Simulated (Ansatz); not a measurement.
## Bands of PIr$_{2}$

```
CELL_PARAMETERS angstrom
0.00000 2.76750 2.76750
2.76750 0.00000 2.76750
2.76750 2.76750 0.00000
ATOMIC_POSITIONS crystal
P 0.00000 0.00000 0.00000
Ir 0.25000 0.25000 0.25000
Ir 0.75000 0.75000 0.75000
```

Atom numbers follow the list: P1, Ir2, Ir3.

The cell comes from COD entry 1011371, which wasn't checked; take it as a given geometry.

Spin polarisation is left out, and whether a magnetic state lies lower isn't shown here.

No spin–orbit coupling, which matters for the heavy atoms here.

These are results of DFT, LDA, all-electron LAPW, scalar-relativistic (Ansatz 0.2.0), not measurements.

Numerical set-up: a Γ-centred 11×11×11 k mesh, Fermi–Dirac smearing of 0.05 eV, basis error target 1 meV/atom, no spin polarisation.

Points in fractions of the reciprocal vectors of this cell: Γ (0, 0, 0), X (0.5, 0, 0.5), U (0.625, 0.25, 0.625), K (0.375, 0.375, 0.75), L (0.5, 0.5, 0.5), W (0.5, 0.25, 0.75). The path runs Γ–X–U–K–Γ–L–W–X. Energies are in eV from the Fermi level; (×n) counts levels within 4 meV of each other, which need not be degenerate by symmetry.

List the levels at K between -8 and 6 eV.

-6.72, -5.62, -4.99, -4.63, -3.86, -2.52, -2.23, -2.05, -1.34, -0.92, 1.80, 1.95, 5.27.

List the levels at L between -8 and 6 eV.

-7.82, -6.45 (×2), -3.82 (×2), -2.98, -2.88 (×2), -2.69 (×2), -2.58, 3.66, 4.36 (×2).

List the levels at W between -8 and 6 eV.

-7.63 (×2), -5.66, -4.40 (×2), -4.11, -2.61 (×2), -1.83, -1.45, -1.07, 1.75 (×2).

What is the band gap?

none: with an odd electron count and no spin polarisation the bands can't all be full, a metal in this set-up (in compounds, spin order or a distortion in a larger cell can open a gap).
